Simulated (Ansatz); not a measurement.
Relaxation of a relaxed TiB2 cell, doubled along one cell vector, shaken by Gaussian noise of σ = 0.08 Å a coordinate; 12 atoms in the cell, which starts as P1 (No. 1), aP12; a = b = 4.3994 Å, c = 5.7113 Å, α = γ = 90.00°, β = 112.65°. Level of theory: PBE (plane waves to 420 eV, PAW, scalar-relativistic; Ansatz, an electronic-structure program). Γ-centred k-mesh 8×8×5 on the run's cell (coarser than for final values), Fermi–Dirac smearing 0.05 eV. This is the first round of the run. 

The optimiser's lines from the output (shortened; P is positive under compression):

```
relax step   1: F+E_penalty+E_count = -11257.29351380 eV  Δ(F+E_penalty+E_count) = +0.000e0 eV  max|allowed force component| = 3.138e0 eV/Å  Δτ_max = 0.0000 Å  P = +4.069 GPa  Ω = 102.015 Å³  (8 SCF iters, dr2 threshold 1.00e-7 eV, accepted)
relax step   2: F+E_penalty+E_count = -11258.34873731 eV  Δ(F+E_penalty+E_count) = -1.055e0 eV  max|allowed force component| = 1.241e0 eV/Å  Δτ_max = 0.1142 Å  P = +2.477 GPa  Ω = 101.329 Å³  (6 SCF iters, dr2 threshold 1.20e-6 eV, accepted)
relax step   3: F+E_penalty+E_count = -11258.54615896 eV  Δ(F+E_penalty+E_count) = -1.974e-1 eV  max|allowed force component| = 2.307e-2 eV/Å  Δτ_max = 0.0858 Å  P = +0.437 GPa  Ω = 101.843 Å³  (6 SCF iters, dr2 threshold 1.20e-6 eV, accepted)
relax step   4: F+E_penalty+E_count = -11258.54647626 eV  Δ(F+E_penalty+E_count) = -3.173e-4 eV  max|allowed force component| = 7.815e-3 eV/Å  Δτ_max = 0.0016 Å  P = -0.002 GPa  Ω = 102.019 Å³  (6 SCF iters, dr2 threshold 1.20e-6 eV, accepted)
relax step   5: F+E_penalty+E_count = -11258.54650443 eV  Δ(F+E_penalty+E_count) = -2.817e-5 eV  max|allowed force component| = 3.316e-4 eV/Å  Δτ_max = 0.0004 Å  P = -0.007 GPa  Ω = 102.018 Å³  (6 SCF iters, dr2 threshold 3.44e-8 eV, accepted)
relax step   6: F+E_penalty+E_count = -11258.54650728 eV  Δ(F+E_penalty+E_count) = -2.849e-6 eV  max|allowed force component| = 1.614e-4 eV/Å  Δτ_max = 0.0000 Å  P = -0.000 GPa  Ω = 102.016 Å³  (7 SCF iters, dr2 threshold 2.81e-9 eV, accepted)
relax step   7: F+E_penalty+E_count = -11258.54651157 eV  Δ(F+E_penalty+E_count) = -4.291e-6 eV  max|allowed force component| = 1.629e-4 eV/Å  Δτ_max = 0.0000 Å  P = -0.003 GPa  Ω = 102.016 Å³  stress off target by 5.63e-3 GPa  SCF on the basis re-selected at this cell (its energy is not comparable with the rows above)  (7 SCF iters)
```

From the first to the last row the energy changes by -0.10 eV/atom and the volume by 0.0 %. The last row is marked as not comparable with the walk above it, whose basis was carried along; it does compare with step 1, since both stand on a basis selected at the nominal cutoff for their own cell.

Later rounds, restarted from the end of this one on a renewed k-mesh, logged 4 more steps and released under 0.01 eV/atom more. The final structure after all rounds: I4₁/amd, origin choice 1 (No. 141), tI12; a = b = 3.1109 Å, c = 10.5413 Å, α = β = γ = 90.00°. No spin polarisation in the result.

The relaxed structure here is a generated cell of TiB2: the first start was made by placing the elements on the sites of a structure type, and the end was not matched to a known phase here, so it may be hypothetical. Known forms of TiB2 include space group No. 191.
